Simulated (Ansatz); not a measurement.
MgO:
```yaml
crystal:
  lattice:
    - [3.45109, 0.00000, 0.00000]
    - [-1.72555, 2.98874, 0.00000]
    - [0.00000, 0.00000, 4.13767]
  atoms:
    - { symbol: Mg, position: [0.66667, 0.33333, 0.75000] }
    - { symbol: Mg, position: [0.33333, 0.66667, 0.25000] }
    - { symbol: O, position: [0.66667, 0.33333, 0.25000] }
    - { symbol: O, position: [0.33333, 0.66667, 0.75000] }
```

Cartesian axes are those of the cell as given.

### Question
Give the high-frequency dielectric tensor and the Born effective charge tensors of the independent atoms from DFPT, plane-wave PAW LDA (Ansatz code).

### Answer

ε∞:
```
3.00  0.00  0.00
0.00  3.00  0.00
0.00  0.00  3.02
```
Z* of atom 1 (Mg), rows: field, columns: displacement, in e:
```
1.77  0.00  0.00
0.00  1.77  0.00
0.00  0.00  2.00
```
Z* of atom 3 (O), rows: field, columns: displacement, in e:
```
-1.77   0.00   0.00
 0.00  -1.77   0.00
 0.00   0.00  -2.00
```

Space group P6_3/mmc. The first step of the workflow began from a Materials Project structure, measured or hypothetical; the Crystallography Open Database copy checked does not list it. It is not the phase usual at ambient conditions (space group No. 225). The cell was relaxed with LDA under the symmetry of its start; its stability against distortions is not shown here.

Potentials: the later of the program's two PAW sets.
